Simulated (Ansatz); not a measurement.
ZnGeP₂ (chalcopyrite, I-42d), LDA in the plane-wave PAW code Ansatz. The conduction-band minimum lies on the M–S line, 34 % of the way from M, with 4 equivalent valleys. Second derivatives d²E/dk² of the lowest band at one valley (eV·Å²), along Cartesian directions:

```json
[
 {"direction": "[100]", "d²E/dk²": "29.96"},
 {"direction": "[010]", "d²E/dk²": "7.840"},
 {"direction": "[001]", "d²E/dk²": "28.56"},
 {"direction": "[110]", "d²E/dk²": "18.91"},
 {"direction": "[101]", "d²E/dk²": "29.16"},
 {"direction": "[011]", "d²E/dk²": "18.20"}
]
```

**Question.** Find the principal effective masses, the density-of-states mass and the conductivity mass.

**Answer.** Off-diagonal terms follow from H_xy = H[110] − (H_xx + H_yy)/2, and m*/mₑ = 7.620 eV·Å² over each eigenvalue: 0.25, 0.27, 0.97. One valley's DOS mass (m₁m₂m₃)^(1/3) = 0.40, conductivity mass 3/(Σ 1/mᵢ) = 0.34 mₑ.

**Question.** What effective density of states Nc follows at 300 K for parabolic valleys?

**Answer.** Nc = 2.509e19 × 4 × (0.40)^(3/2) ≈ 2.5e19 cm⁻³.

The cell was relaxed with LDA under the symmetry of its start. Scalar-relativistic: spin–orbit coupling is off unless named, which matters more the heavier the elements.

Potentials: the later of the program's two PAW sets.

Edges and masses are those of Kohn–Sham bands, whose gap is no quasiparticle gap.
